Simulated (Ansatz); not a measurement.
A (001) slab of relaxed bulk Cu (Fm-3m, 11.31 Å³/atom, gap on the mesh 0.00 eV), 4 planes in a 6×1 cell with the lowest 2 held; added atoms sit on lattice sites of the next plane. A dipole correction is on. The surface energy is the mean of the held and the free face; step energies are per length and the mean of the stripe's two steps, which run along the shortest translation of the plane; step and island energies count from the flat slab and bulk atoms.

Level of theory: Ansatz 0.2.0, DFT PBEsol, scalar-relativistic, plane waves, PAW.

Cutoff 420 eV, Gaussian smearing of 0.10 eV, energies at zero smearing, symmetry of each start kept, no spin polarisation.

```tsv
start	atoms	k mesh	surface energy (J/m²)	step energy (meV/Å)
flat slab	24	3×14×1	1.87	-
stripe of 2 atoms	26	3×14×1	-	61
stripe of 3 atoms	27	3×14×1	-	56
```

Zero in every row: gap on the mesh (eV).

Small energy differences in metals hang on the k mesh (about 10 mJ/m² or 1 to 2 meV/atom on the mesh of the relaxation).